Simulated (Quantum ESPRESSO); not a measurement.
# Hf3AlO7F: finding a planted mistake in a log

A calculation, not a measurement. The program is pw.x of Quantum ESPRESSO 7.5 (plane-wave density functional theory). The cell is made up: 12 atoms on a fluorite lattice, with randomly drawn elements, strain and displacements, not relaxed. PseudoDojo standard norm-conserving files (v0.5 for PBE, v0.4.1 for LDA and PBEsol) set the functional; there is no spin polarisation, spin-orbit coupling or dispersion term, and the masses in the input are unused placeholders.

The hafnium pseudopotential is less sure than the others, with forces about 3 percent (worst 6) and pressure in oxides about 1.5 GPa (worst 2.7) from a second method in checks, which no rerun with the same files tests.

Intended input:

```
&control calculation='scf', pseudo_dir='./dojo.nc.sr.pbe.v0_5.standard.upf', outdir='./o', disk_io='medium', tprnfor=.true., tstress=.true. /
&system ibrav=0, nat=12, ntyp=4, nbnd=50, ecutwfc=84.00895049, nosym=.true., tot_charge=0,
 occupations='smearing', smearing='fd', degauss=0.0018374661
/
&electrons conv_thr=7.350e-09, electron_maxstep=60, /
ATOMIC_SPECIES
Al 1.0 Al.upf
F 1.0 F.upf
Hf 1.0 Hf.upf
O 1.0 O.upf
CELL_PARAMETERS angstrom
5.0819 -0.0115 -0.0157
-0.0115 5.0623 -0.006
-0.0157 -0.006 5.143
ATOMIC_POSITIONS angstrom
Hf -0.0314 0.1266 -0.0141
Hf 0.0653 2.5412 2.5478
Hf 2.5171 -0.0704 2.5654
Al 2.5779 2.49 -0.0302
O 1.2088 1.2155 1.1867
O 1.2251 1.3924 3.8464
F 1.3935 3.9318 1.2913
O 1.3962 3.8766 3.7947
O 3.7905 1.2495 1.2165
O 3.9318 1.211 3.8553
O 3.804 3.8022 1.294
O 3.696 3.8791 3.829
K_POINTS automatic
4 4 4 1 1 1
```

The log is shortened where brackets say so; the opening notice, blank lines, dates and the lines on written files are dropped, and the path of the files is cut. It prints rydbergs, bohrs and kilobars, and counts compression as positive stress. Where no state is partly filled, the Fermi energy that it prints is only some level between the filled and the empty states on the mesh, and need not lie in the true gap.

Log of the intended run:

```
     Program PWSCF v.7.5
     Parallel version (MPI & OpenMP), running on       1 processor cores
     Number of MPI processes:                 1
     Threads/MPI process:                     1
     [start-up lines left out]
     bravais-lattice index     =            0
     lattice parameter (alat)  =       9.6035  a.u.
     unit-cell volume          =     892.8535 (a.u.)^3
     number of atoms/cell      =           12
     number of atomic types    =            4
     number of electrons       =        88.00
     number of Kohn-Sham states=           50
     kinetic-energy cutoff     =      84.0090  Ry
     charge density cutoff     =     336.0358  Ry
     scf convergence threshold =      7.3E-09
     mixing beta               =       0.7000
     number of iterations used =            8  plain     mixing
     Exchange-correlation= PBE
                           (   1   4   3   4   0   0   0)
     [axes and pseudopotential details left out]
   Cartesian axes
     site n.     atom                  positions (alat units)
         1        Hf     tau(   1) = (  -0.0061787   0.0249118  -0.0027745  )
         2        Hf     tau(   2) = (   0.0128494   0.5000455   0.5013442  )
         3        Hf     tau(   3) = (   0.4953032  -0.0138530   0.5048075  )
         4        Al     tau(   4) = (   0.5072672   0.4899706  -0.0059426  )
         5        O      tau(   5) = (   0.2378620   0.2391804   0.2335133  )
         6        O      tau(   6) = (   0.2410695   0.2739900   0.7568767  )
         7        F      tau(   7) = (   0.2742065   0.7736813   0.2540960  )
         8        O      tau(   8) = (   0.2747377   0.7628193   0.7467034  )
         9        O      tau(   9) = (   0.7458770   0.2458708   0.2393772  )
        10        O      tau(  10) = (   0.7736813   0.2382950   0.7586280  )
        11        O      tau(  11) = (   0.7485334   0.7481792   0.2546273  )
        12        O      tau(  12) = (   0.7272817   0.7633113   0.7534528  )
     number of k points=    32  Fermi-Dirac smearing, width (Ry)=  0.0018
                       cart. coord. in units 2pi/alat
        k(    1) = (   0.1256691   0.1259174   0.1240464), wk =   0.0625000
        k(    2) = (   0.1264329   0.1262119   0.3710808), wk =   0.0625000
     [further k points left out]
     Dense  grid:    92873 G-vectors     FFT dimensions: (  60,  60,  60)
     Estimated max dynamical RAM per process >     159.61 MB
     Initial potential from superposition of free atoms
     starting charge      87.9920, renormalised to      88.0000
     Starting wfcs are   66 randomized atomic wfcs
     total cpu time spent up to now is       10.1 secs
     per-process dynamical memory:    91.8 Mb
     Self-consistent Calculation
     iteration #  1     ecut=    84.01 Ry     beta= 0.70
     Davidson diagonalization with overlap
     ethr =  1.00E-02,  avg # of iterations =  2.0
     total cpu time spent up to now is       34.8 secs
     total energy              =    -623.33175794 Ry
     estimated scf accuracy    <       4.11779349 Ry
     iteration #  2     ecut=    84.01 Ry     beta= 0.70
     Davidson diagonalization with overlap
     ethr =  4.68E-03,  avg # of iterations =  4.3
     total cpu time spent up to now is       75.0 secs
     total energy              =    -623.52306360 Ry
     estimated scf accuracy    <       8.03424125 Ry
     [iterations 3 to 12 left out]
     iteration # 13     ecut=    84.01 Ry     beta= 0.70
     Davidson diagonalization with overlap
     ethr =  2.43E-10,  avg # of iterations =  2.0
     total cpu time spent up to now is      386.7 secs
     total energy              =    -625.31819574 Ry
     estimated scf accuracy    <       0.00000001 Ry
     iteration # 14     ecut=    84.01 Ry     beta= 0.70
     Davidson diagonalization with overlap
     ethr =  1.16E-11,  avg # of iterations =  4.1
     total cpu time spent up to now is      422.5 secs
     End of self-consistent calculation
     [lines on levels left out]
     the Fermi energy is    11.8614 ev
!    total energy              =    -625.31819575 Ry
     estimated scf accuracy    <          1.9E-09 Ry
     smearing contrib. (-TS)   =       0.00000000 Ry
     internal energy E=F+TS    =    -625.31819575 Ry
     The total energy is F=E-TS. E is the sum of the following terms:
     one-electron contribution =    -142.46505331 Ry
     hartree contribution      =     123.68068887 Ry
     xc contribution           =    -157.91131238 Ry
     ewald contribution        =    -448.62251892 Ry
     convergence has been achieved in  14 iterations
     Forces acting on atoms (cartesian axes, Ry/au):
     atom    1 type  3   force =    -0.07026217    0.00425449   -0.06366891
     atom    2 type  3   force =    -0.09361631   -0.05493831    0.06092316
     atom    3 type  3   force =     0.13668914    0.11234233    0.07503357
     atom    4 type  1   force =     0.05946128   -0.03309468   -0.05183249
     atom    5 type  4   force =     0.03809077    0.08625407    0.04366795
     atom    6 type  4   force =     0.07668815    0.00339370    0.00210634
     atom    7 type  2   force =    -0.06009019   -0.09390748   -0.05972575
     atom    8 type  4   force =    -0.10415856   -0.03495342    0.03248896
     atom    9 type  4   force =    -0.02795929    0.04608985    0.00467457
     atom   10 type  4   force =    -0.05099386    0.06708403   -0.04979813
     atom   11 type  4   force =     0.02532153   -0.02284560   -0.02244290
     atom   12 type  4   force =     0.07082949   -0.07967898    0.02857364
     Total force =     0.375406     Total SCF correction =     0.000123
     Computing stress (Cartesian axis) and pressure
          total   stress  (Ry/bohr**3)                   (kbar)     P=      -25.95
  -0.00002678   0.00004692   0.00017032           -3.94        6.90       25.06
   0.00004692  -0.00003547  -0.00001958            6.90       -5.22       -2.88
   0.00017032  -0.00001958  -0.00046698           25.06       -2.88      -68.69
     init_run     :      9.35s CPU      9.98s WALL (       1 calls)
     electrons    :    386.10s CPU    412.47s WALL (       1 calls)
     forces       :      5.02s CPU      5.09s WALL (       1 calls)
     stress       :     18.62s CPU     19.47s WALL (       1 calls)
     [timing details left out]
     PWSCF        :   6m59.29s CPU   7m27.39s WALL
     JOB DONE.
```

A second run was made from an input with one planted mistake. Its log:

```
     Program PWSCF v.7.5
     Parallel version (MPI & OpenMP), running on       1 processor cores
     Number of MPI processes:                 1
     Threads/MPI process:                     1
     [start-up lines left out]
     bravais-lattice index     =            0
     lattice parameter (alat)  =       9.6035  a.u.
     unit-cell volume          =     892.8535 (a.u.)^3
     number of atoms/cell      =           12
     number of atomic types    =            4
     number of electrons       =        89.00
     number of Kohn-Sham states=           51
     kinetic-energy cutoff     =      84.0090  Ry
     charge density cutoff     =     336.0358  Ry
     scf convergence threshold =      7.3E-09
     mixing beta               =       0.7000
     number of iterations used =            8  plain     mixing
     Exchange-correlation= PBE
                           (   1   4   3   4   0   0   0)
     [axes and pseudopotential details left out]
   Cartesian axes
     site n.     atom                  positions (alat units)
         1        Hf     tau(   1) = (  -0.0061787   0.0249118  -0.0027745  )
         2        Hf     tau(   2) = (   0.0128494   0.5000455   0.5013442  )
         3        Hf     tau(   3) = (   0.4953032  -0.0138530   0.5048075  )
         4        Al     tau(   4) = (   0.5072672   0.4899706  -0.0059426  )
         5        O      tau(   5) = (   0.2378620   0.2391804   0.2335133  )
         6        O      tau(   6) = (   0.2410695   0.2739900   0.7568767  )
         7        F      tau(   7) = (   0.2742065   0.7736813   0.2540960  )
         8        O      tau(   8) = (   0.2747377   0.7628193   0.7467034  )
         9        O      tau(   9) = (   0.7458770   0.2458708   0.2393772  )
        10        O      tau(  10) = (   0.7736813   0.2382950   0.7586280  )
        11        O      tau(  11) = (   0.7485334   0.7481792   0.2546273  )
        12        O      tau(  12) = (   0.7272817   0.7633113   0.7534528  )
     number of k points=    32  Fermi-Dirac smearing, width (Ry)=  0.0018
                       cart. coord. in units 2pi/alat
        k(    1) = (   0.1256691   0.1259174   0.1240464), wk =   0.0625000
        k(    2) = (   0.1264329   0.1262119   0.3710808), wk =   0.0625000
     [further k points left out]
     Dense  grid:    92873 G-vectors     FFT dimensions: (  60,  60,  60)
     Estimated max dynamical RAM per process >     160.52 MB
     Initial potential from superposition of free atoms
     starting charge      87.9920, renormalised to      89.0000
     Starting wfcs are   66 randomized atomic wfcs
     total cpu time spent up to now is       19.2 secs
     per-process dynamical memory:    99.4 Mb
     Self-consistent Calculation
     iteration #  1     ecut=    84.01 Ry     beta= 0.70
     Davidson diagonalization with overlap
     ethr =  1.00E-02,  avg # of iterations =  2.0
     total cpu time spent up to now is       58.5 secs
     total energy              =    -622.59555199 Ry
     estimated scf accuracy    <       3.46388990 Ry
     iteration #  2     ecut=    84.01 Ry     beta= 0.70
     Davidson diagonalization with overlap
     ethr =  3.89E-03,  avg # of iterations =  4.6
     total cpu time spent up to now is      108.8 secs
     total energy              =    -622.61331624 Ry
     estimated scf accuracy    <       7.63513982 Ry
     [iterations 3 to 12 left out]
     iteration # 13     ecut=    84.01 Ry     beta= 0.70
     Davidson diagonalization with overlap
     ethr =  1.31E-10,  avg # of iterations =  2.3
     total cpu time spent up to now is      610.0 secs
     total energy              =    -624.30937985 Ry
     estimated scf accuracy    <       0.00000003 Ry
     iteration # 14     ecut=    84.01 Ry     beta= 0.70
     Davidson diagonalization with overlap
     ethr =  3.80E-11,  avg # of iterations =  3.7
     total cpu time spent up to now is      654.2 secs
     End of self-consistent calculation
     [lines on levels left out]
     the Fermi energy is    14.1779 ev
!    total energy              =    -624.30937986 Ry
     estimated scf accuracy    <          1.0E-09 Ry
     smearing contrib. (-TS)   =      -0.00003197 Ry
     internal energy E=F+TS    =    -624.30934789 Ry
     The total energy is F=E-TS. E is the sum of the following terms:
     one-electron contribution =    -140.55653261 Ry
     hartree contribution      =     123.69962029 Ry
     xc contribution           =    -158.82991664 Ry
     ewald contribution        =    -448.62251892 Ry
     convergence has been achieved in  14 iterations
     Forces acting on atoms (cartesian axes, Ry/au):
     atom    1 type  3   force =    -0.06187580   -0.00394193   -0.05995365
     atom    2 type  3   force =    -0.08593616   -0.04303613    0.05521723
     atom    3 type  3   force =     0.12586706    0.10986494    0.07061583
     atom    4 type  1   force =     0.05657241   -0.02989768   -0.05048650
     atom    5 type  4   force =     0.04276273    0.08696394    0.03707675
     atom    6 type  4   force =     0.07337807   -0.00404240   -0.00054729
     atom    7 type  2   force =    -0.05808590   -0.09525130   -0.06318697
     atom    8 type  4   force =    -0.10227845   -0.03879514    0.04171969
     atom    9 type  4   force =    -0.02265887    0.03913691    0.00773087
     atom   10 type  4   force =    -0.06508179    0.07622193   -0.03590326
     atom   11 type  4   force =     0.02252852   -0.02266506   -0.02765321
     atom   12 type  4   force =     0.07480818   -0.07455807    0.02537051
     Total force =     0.364149     Total SCF correction =     0.000069
     Computing stress (Cartesian axis) and pressure
          total   stress  (Ry/bohr**3)                   (kbar)     P=      197.42
   0.00148503   0.00007865   0.00022140          218.46       11.57       32.57
   0.00007865   0.00142151  -0.00006204           11.57      209.11       -9.13
   0.00022140  -0.00006204   0.00111955           32.57       -9.13      164.69
     init_run     :     17.95s CPU     19.06s WALL (       1 calls)
     electrons    :    609.18s CPU    634.94s WALL (       1 calls)
     forces       :      9.94s CPU     10.04s WALL (       1 calls)
     stress       :     35.43s CPU     36.92s WALL (       1 calls)
     [timing details left out]
     PWSCF        :  11m12.82s CPU  11m42.72s WALL
     JOB DONE.
```

Question: what was wrong in the second input?

Answer: the cell has the wrong charge. The input lines that differ, file-writing options aside:

```
- &system ibrav=0, nat=12, ntyp=4, nbnd=50, ecutwfc=84.00895049, nosym=.true., tot_charge=0,
+ &system ibrav=0, nat=12, ntyp=4, nbnd=51, ecutwfc=84.00895049, nosym=.true., tot_charge=-1,
```

|  | intended run | run with the mistake |
| --- | --- | --- |
| free energy (eV) | -8507.887 | -8494.162 |
| smearing term -TS (eV) | 0.0000 | -0.0004 |
| pressure (GPa) | -2.60 | 19.74 |
| largest force component (eV/Å) | 3.514 | 3.236 |
| largest change of a force component (eV/Å) |  | 0.362 |
| iterations | 14 | 14 |

For scale, a rerun of the intended cell at 1437 eV and a 6 x 6 x 6 mesh moved values by no more than 0.002 eV in energy, 0.04 GPa in stress and 0.002 eV/Å in force. The charged cell sits in a uniform background, so its energy and stress rest on the program's zero of potential. The number of bands, nbnd, was set by rule from the electron count and the smearing, so it follows the mistake.